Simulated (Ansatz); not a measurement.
PbAu$_{2}$:
```xyz
6
Lattice="0.0000 3.9772 3.9772 3.9772 0.0000 3.9772 3.9772 3.9772 0.0000" Properties=species:S:1:pos:R:3 pbc="T T T"
Pb     1.9886     1.9886     1.9886
Pb     0.0000     0.0000     0.0000
Au     2.9829     2.9829     4.9715
Au     2.9829     4.9715     2.9829
Au     4.9715     4.9715     4.9715
Au     4.9715     2.9829     2.9829
```

Relaxed with PBEsol. Special points in fractions of this cell's reciprocal vectors: Γ (0.000, 0.000, 0.000); X (0.500, 0.000, 0.500); U (0.625, 0.250, 0.625); K (0.375, 0.375, 0.750); L (0.500, 0.500, 0.500); W (0.500, 0.250, 0.750).

Question: List the band energies nearest the Fermi level at these points for PBEsol with spin–orbit coupling in the plane-wave PAW code Ansatz.

Answer: In eV from the Fermi level; about four levels below and three above (degenerate sets whole), none deeper than 8.9 eV; points with the same levels are listed once.

```json
[
 {"k": "Γ", "below": "-0.77 -0.77 -0.77 -0.77", "above": "0.24 0.24 0.76 0.76"},
 {"k": "X", "below": "-0.75 -0.75 -0.75 -0.75", "above": "2.52 2.52 2.52 2.52"},
 {"k": "U", "below": "-0.72 -0.72 -0.19 -0.19", "above": "1.30 1.30 1.55 1.55"},
 {"k": "L", "below": "-1.00 -1.00 -0.86 -0.86", "above": "1.08 1.08 1.68 1.68"},
 {"k": "W", "below": "-0.19 -0.19 -0.13 -0.13", "above": "0.58 0.58 0.68 0.68"}
]
```

Space group Fd-3m (cubic Laves (MgCu2 type)). The workflow started from a Materials Project entry (that database holds measured and hypothetical structures alike); the Crystallography Open Database files this formula in space group No. 227, but the cells were not matched. Its standing as an ambient phase is unchecked. The cell was relaxed with PBEsol under the symmetry of its start; phonons show weakly imaginary modes.

Potentials: the later of the program's two PAW sets.
